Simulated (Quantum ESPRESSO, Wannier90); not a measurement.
## Wannierisation of CsPbBr3 (cubic perovskite)

Structure: Materials Project mp-600089, symmetrised, not relaxed again. COD (Crystallography Open Database) records the formula in this space group. Ideal cubic forms of this type are often high-temperature phases that distort on cooling; symmetry holds the cell here, and its stability was not tested. Method: PBEsol plane waves in Quantum ESPRESSO 7.5 (PseudoDojo norm-conserving files, 50 Ry, no spin polarisation, no spin-orbit coupling), Bloch states on a 6×6×6 mesh through Γ, Wannier90 4.0.1. Density: 6×6×6 mesh, cold smearing 0.01 Ry. Spin-orbit coupling is left out although heavy elements are present.

```
begin unit_cell_cart
ang
    5.9486300000    0.0000000000    0.0000000000
    0.0000000000    5.9486300000    0.0000000000
    0.0000000000    0.0000000000    5.9486300000
end unit_cell_cart
mp_grid = 6 6 6
```

Question: Which shells of neighbouring k-points and which b-vectors and weights does Wannier90 pick for this cell and mesh?

Answer: 
```
 *---------------------------------- K-MESH ----------------------------------*
 +----------------------------------------------------------------------------+
 |                    Distance to Nearest-Neighbour Shells                    |
 |                    ------------------------------------                    |
 |          Shell             Distance (Ang^-1)          Multiplicity         |
 |          -----             -----------------          ------------         |
 |             1                   0.176040                      6            |
 |             2                   0.248958                     12            |
 |             3                   0.304910                      8            |
 |             4                   0.352080                      6            |
 |             5                   0.393638                     24            |
 |             6                   0.431208                     24            |
 |             7                   0.497917                     12            |
 |             8                   0.528120                     30            |
       ... (lines left out)
 +----------------------------------------------------------------------------+
 | The b-vectors are chosen automatically                                     |
 | The following shells are used:                       1                     |
 +----------------------------------------------------------------------------+
 |                        Shell   # Nearest-Neighbours                        |
 |                        -----   --------------------                        |
 |                          1               6                                 |
 +----------------------------------------------------------------------------+
 | Completeness relation is fully satisfied [Eq. (B1), PRB 56, 12847 (1997)]  |
 +----------------------------------------------------------------------------+
 |                  b_k Vectors (Ang^-1) and Weights (Ang^2)                  |
 |                  ----------------------------------------                  |
 |            No.         b_k(x)      b_k(y)      b_k(z)        w_b           |
 |            ---        --------------------------------     --------        |
 |             1         0.000000    0.000000    0.176040    16.134172        |
 |             2         0.000000    0.176040    0.000000    16.134172        |
 |             3         0.176040    0.000000    0.000000    16.134172        |
 |             4         0.000000    0.000000   -0.176040    16.134172        |
 |             5         0.000000   -0.176040    0.000000    16.134172        |
 |             6        -0.176040    0.000000    0.000000    16.134172        |
```
